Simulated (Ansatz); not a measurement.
# What DFT gives for BaTiO₃

```xyz
10
Lattice="3.9990 0.0000 0.0000 0.0000 3.9990 0.0000 0.0000 0.0000 8.0343" Properties=species:S:1:pos:R:3 pbc="T T T"
Ba    0.0000    0.0000    0.0000
Ba    0.0000    0.0000    4.0172
Ti    1.9995    1.9995    1.9363
Ti    1.9995    1.9995    5.9534
O     1.9995    1.9995    0.0643
O     1.9995    1.9995    4.0814
O     1.9995    0.0000    2.0688
O     1.9995    0.0000    6.0860
O     0.0000    1.9995    2.0688
O     0.0000    1.9995    6.0860
```

Method: r2SCAN, with U_eff = 6.34 eV on Ti d (all-electron-ortho-atomic projectors), collinear spin; PAW, plane waves to 500 eV, 6×6×3 Γ-centred mesh, fermi-dirac occupations (width 0.1 eV) (Ansatz 0.2.0), atoms fixed.

The state carries no moments; the state need not be the lowest.

Q: What does the stress say?

A: The pressure is 2.0 GPa (compression positive), so with the atoms held at these fractions the cell would first expand. The principal stresses 1.4, 1.4, 3.0 GPa differ, so its shape would change too.

Q: Which orbitals make up the band edges?

A: Within 0.7 eV of the edges, the states project mainly on O p (95 %) below the gap and on Ti d (91 %) above it.

Q: How is the charge shared?

A: Bader charges in e: Ba +1.57, Ti +2.52, O -1.36. In the mean Ti gives up most and O takes most.

Q: What is the band gap?

A: The gap is 3.12 eV, indirect or between spins (the least direct gap found is 3.44 eV).

Q: What do density and ELF say about some of the short contacts?

A: Ti–O at 1.87 Å: least valence density 0.89 e/Å³ and ELF 0.25 there. Ba–O at 2.79 Å: least valence density 0.18 e/Å³ and ELF 0.09 there, a closed-shell (ionic or weak) contact. Both are smooth PAW fields, read partly inside the augmentation spheres.

Origin: a database entry at a rescaled volume. Caveats: the input typed no starting moments.
